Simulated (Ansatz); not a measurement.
ZrIr (rock salt, space group No. 225) is relaxed with PBE (plane waves, PAW; program Ansatz). What lattice parameters of the conventional cell result?

a = 5.428 Å.

Space group Fm-3m (rock salt). The start of the workflow was typed in or built on a structure type; neither database checked (COD, Materials Project) lists it. COD files the formula under space group No. 221. Its standing as an ambient phase is unchecked. The PBE relaxation kept the symmetry of its start; whether a distortion lowers the energy is not shown. No spin polarisation was allowed. Spin–orbit coupling is left out wherever it is not named.

Potentials: the later of the program's two PAW sets.
